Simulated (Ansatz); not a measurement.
An Ansatz (a program for electronic structure) input:

Ansatz 0.2 input:
```yaml
crystal:
  lattice:
    - [0.0, 2.7531085184, 2.7531085184]
    - [2.7531085184, 0.0, 2.7531085184]
    - [2.7531085184, 2.7531085184, 0.0]
  atoms:
    - { symbol: Ir, position: [0.0, 0.0, 0.0] }
    - { symbol: Ir, position: [0.25, 0.25, 0.25] }
kpoints:
  mp_grid: { grid: [9, 9, 9] }
  band_path:
    path:
      - [[0.0, 0.0, 0.0], [0.5, 0.0, 0.5], [0.625, 0.25, 0.625]]  # Γ-X-U
      - [[0.375, 0.375, 0.75], [0.0, 0.0, 0.0], [0.5, 0.5, 0.5], [0.5, 0.25, 0.75], [0.5, 0.0, 0.5]]  # K-Γ-L-W-X
    npoints: 12
basis: { ecutwfc: 600, xc_grid: 2 }
hamiltonian:
  xc: pbesol
  pseudopotentials: { azcp: { folder: ./paw }, kind: paw_fr }
magnetization: { noncollinear: true, spin_orbit: true }
scf:
  n_extra_bands: 12
  convergence: { dr2_threshold: 0.0000000001 }
  occupations: { method: gaussian, width: 0.05 }
output: { eigenvalues: true }
```

Q: How many symmetry operations and irreducible k-points will the run report?

A: 48 operations, 35 of 729 k-points.

Q: With a cutoff of 600 eV, how many plane waves at Γ?

A: 1411.

It took about 30 core-seconds (a rough figure) on shared server cores.

Space group Fd-3m (diamond). The start of the workflow was typed in or built on a structure type; neither database checked (COD, Materials Project) lists it. It is not the phase usual at ambient conditions (space group No. 225). Symmetry was held in the PBEsol relaxation; whether a distortion lowers the energy is not shown. The run is not spin-polarised.

Potentials: the earlier of the program's two PAW sets. The files were generated under PBE; for other functionals the program regenerates the frozen cores, and for LDA and PBEsol the local potential too.

Ansatz is a plane-wave DFT program.
